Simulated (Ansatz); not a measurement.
KBr:
```yaml
crystal:
  lattice:
    - [0.00000, 3.27503, 3.27503]
    - [3.27503, 0.00000, 3.27503]
    - [3.27503, 3.27503, 0.00000]
  atoms:
    - { symbol: K, position: [0.00000, 0.00000, 0.00000] }
    - { symbol: Br, position: [0.50000, 0.50000, 0.50000] }
```

Relaxed with PBEsol. Special points in fractions of this cell's reciprocal vectors: Γ (0.000, 0.000, 0.000); X (0.500, 0.000, 0.500); U (0.625, 0.250, 0.625); K (0.375, 0.375, 0.750); L (0.500, 0.500, 0.500); W (0.500, 0.250, 0.750).

**Question.** List the band energies nearest the valence-band maximum at these points for the program Ansatz at the PBEsol with spin–orbit coupling level (PAW).

**Answer.** In eV from the valence-band maximum; about four levels below and three above (degenerate sets whole), none deeper than 8.9 eV; points with the same levels are listed once.

| k | below | above |
|---|---|---|
| Γ | 0.00 0.00 0.00 0.00 | 4.17 4.17 7.37 7.37 7.37 7.37 7.37 7.37 |
| X | -0.54 -0.54 -0.31 -0.31 | 5.56 5.56 7.01 7.01 |
| U | -0.74 -0.74 -0.44 -0.44 | 6.31 6.31 7.99 7.99 |
| L | -0.64 -0.64 -0.37 -0.37 | 6.32 6.32 8.04 8.04 |
| W | -0.65 -0.65 -0.61 -0.61 | 7.11 7.11 7.16 7.16 |

Space group Fm-3m (rock salt). The cell was relaxed with PBEsol under the symmetry of its start.

Potentials: the later of the program's two PAW sets.
